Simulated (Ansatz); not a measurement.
Data:

ZnSe:
```yaml
crystal:
  lattice:
    - [3.73694, 0.00000, 0.00000]
    - [0.00000, 3.73694, 0.00000]
    - [0.00000, 0.00000, 6.78082]
  atoms:
    - { symbol: Zn, position: [0.00000, 0.50000, 0.00000] }
    - { symbol: Zn, position: [0.50000, 0.00000, 0.50000] }
    - { symbol: Se, position: [0.00000, 0.00000, 0.25000] }
    - { symbol: Se, position: [0.00000, 0.00000, 0.75000] }
```

This is the PBEsol-relaxed structure.

**Question.** All from DFT-PBEsol in the program Ansatz with PAW potentials, unless another level is named. Give the highest zone-centre frequency.

**Answer.** 202 cm^-1.

**Question.** And the bulk modulus (Birch–Murnaghan fit)?

**Answer.** 456 kbar.

Space group P4_2/mmc. The cell is a constructed one: a structure type filled with these elements; neither database checked (COD, Materials Project) lists it. It is not the phase usual at ambient conditions (space group No. 216). The PBEsol relaxation kept the symmetry of its start. At this level the phase is dynamically unstable (imaginary phonons). As this level gives no gap, phonon frequencies hold no LO–TO term and depend on the k-mesh and smearing (Fermi–Dirac, 0.1 eV here).

Potentials: the later of the program's two PAW sets.
